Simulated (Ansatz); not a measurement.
The relaxed structure here is a generated cell of ZnF2: the first start was made by placing the elements on the sites of a structure type, and the end was not matched to a known phase here, so it may be hypothetical. Known forms of ZnF2 include space group No. 136.

A structure of ZnF$_{2}$ relaxed with PBEsol (plane waves to 420 eV, PAW, scalar-relativistic; Ansatz, a quantum-chemistry and plane-wave program); single points at other levels follow on the same geometry (Ansatz, PAW; HSE06 at 420 eV on a 8×8×8 k-mesh; no spin-orbit coupling). Space group I4₁/amd (No. 141).

```
CELL_PARAMETERS angstrom
     -1.98453     1.98453     4.91691
      1.98453    -1.98453     4.91691
      1.98453     1.98453    -4.91691
ATOMIC_POSITIONS crystal
  Zn 0.25000 0.75000 0.50000
  Zn 0.50000 0.50000 0.00000
  F  0.45893 0.95893 0.50000
  F  0.29107 0.29107 0.00000
  F  0.04107 0.54107 0.50000
  F  0.70893 0.70893 0.00000
```

```json
[
 {"level": "PBEsol", "gap (eV)": "3.61", "kind": "indirect", "conduction minimum": "Γ"},
 {"level": "HSE06", "gap (eV)": "(withheld)", "kind": "–", "conduction minimum": "(withheld)"}
]
```

Problem. Fill in the missing entries.

Solution. 
- HSE06, gap (eV): 6.18
- HSE06, conduction minimum: Γ

HSE06 gaps come from a coarse mesh plus a few chosen points, so they may be too large. No spin polarisation in the result.

The run could not lose the symmetry of its start, so the end can be a saddle point.
